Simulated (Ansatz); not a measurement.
**Question.** C in space group P6_3/mmc (No. 194; C on 4f, C on 4f, C on 4e) is relaxed with the program Ansatz at the r²SCAN level (PAW). What lattice parameters of the conventional cell result?

**Answer.** a = 2.512 Å, c = 12.392 Å.

**Question.** Give the free coordinates with the occupied sites.

**Answer.** In one choice of origin and axes:

| atom | site | symmetry | x | y | z |
|---|---|---|---|---|---|
| C | 4f | 3m. | 0.6667 | 0.3333 | 0.1451 |
| C | 4f | 3m. | 0.6667 | 0.3333 | 0.0208 |
| C | 4e | 3m. | 0.0000 | 0.0000 | 0.1868 |

**Question.** Is it a metal or does it have a gap at this level?

**Answer.** A gap of 4.66 eV, indirect.

The first step of the workflow began from a Materials Project structure, measured or hypothetical. Its sites differ from those of the usual phase in this space group: another stacking or structure type. The cell was relaxed with r²SCAN under the symmetry of its start; phonons on a q-mesh show no instability.

Potentials: the later of the program's two PAW sets.
